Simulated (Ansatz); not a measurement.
A geometry of BeCo away from equilibrium: step 12 of the relaxation of a generated cell, BeCo built in the AFLOW prototype AB_hP8_194_ad_f (B_i, as in TiAs). Calculation: PBE (plane waves to 420 eV, PAW, scalar-relativistic; Ansatz, a first-principles code). Γ-centred k-mesh 13×13×4 on the run's cell (coarser than for final values), Fermi–Dirac smearing 0.05 eV.

```
BeCo
1.0
    2.59557     0.00000     0.00000
   -1.29779     2.24783     0.00000
    0.00000     0.00000    11.97198
Be Co
4 4
Direct
  0.33333   0.66667   0.12524
  0.66667   0.33333   0.62524
  0.66667   0.33333   0.87476
  0.33333   0.66667   0.37476
  0.00000   0.00000   0.00000
  0.00000   0.00000   0.50000
  0.33333   0.66667   0.75000
  0.66667   0.33333   0.25000
```
Spin-polarised start, with parallel moments on Co.

**Question.** Which atoms carry the largest force, and which way does it point?

**Answer.** No atom: all forces are below 0.005 eV/Å; only the cell is out of equilibrium.

**Question.** What is the pressure?

**Answer.** +12.2 GPa, compression positive.

No spin polarisation in the result: the starting moments vanished. A magnetic state may lie lower.

The run could not lose the symmetry of its start, so the end can be a saddle point.

The end of the path is a generated cell of BeCo: the first start was made by placing the elements on the sites of a structure type, and the end was not matched to a known phase here, so it may be hypothetical.
